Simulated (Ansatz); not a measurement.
SiO$_{2}$:
```cif
data_O4Si2
_chemical_formula_sum 'Si2 O4'
_space_group_name_H-M_alt 'P 1'
_space_group_IT_number 1
_cell_length_a 3.78449
_cell_length_b 3.78449
_cell_length_c 3.78449
_cell_angle_alpha 90.000
_cell_angle_beta 90.000
_cell_angle_gamma 90.000
loop_
_space_group_symop_operation_xyz
  'x, y, z'
loop_
_atom_site_label
_atom_site_type_symbol
_atom_site_fract_x
_atom_site_fract_y
_atom_site_fract_z
_atom_site_occupancy
Si1 Si 0.50000 0.50000 0.50000 1
Si2 Si 0.00000 0.00000 0.00000 1
O1 O 0.25000 0.25000 0.25000 1
O2 O 0.25000 0.75000 0.75000 1
O3 O 0.75000 0.75000 0.25000 1
O4 O 0.75000 0.25000 0.75000 1
```

Relaxed with PBEsol. PBEsol in the plane-wave PAW code Ansatz gives a gap of 4.71 eV.

What gap does HSE06 give on the same cell (Ansatz, PAW)?

6.74 eV, 2.03 eV more. The hybrid was solved on a coarser mesh and at special points; its gap is the smallest among all of these.

| k | v1 PBEsol | c1 PBEsol | v1 HSE06 | c1 HSE06 |
|---|---|---|---|---|
| Γ | -0.57 | 4.71 | -0.59 | 6.74 |
| R | 0.00 | 6.66 | ___ | ___ |
| M | -0.41 | 9.37 | ___ | ___ |
| X | -1.06 | 7.35 | ___ | ___ |

Top valence (v1) and lowest conduction level (c1) in eV from each method's valence maximum (which need not be a listed point): supply the withheld HSE06 values.


- X, v1 HSE06: -1.12
- X, c1 HSE06: 9.49
- M, v1 HSE06: -0.44
- M, c1 HSE06: 11.72
- R, v1 HSE06: 0.00
- R, c1 HSE06: 8.82

Cost on shared cores: the PBEsol run (SCF on a 7×7×7 mesh, then bands and DOS) very roughly 11 core-seconds, the HSE06 run (SCF on 4×4×4, then a few points) very roughly 29 core-seconds; the tasks are unlike.

Space group Pn-3m. The first step of the workflow began from a Materials Project structure, measured or hypothetical; the Crystallography Open Database copy checked does not list it. It is not the phase usual at ambient conditions (space group No. 92, 152, 154). The PBEsol relaxation kept the symmetry of its start; its stability against distortions is not shown here.

Potentials: the earlier of the program's two PAW sets.
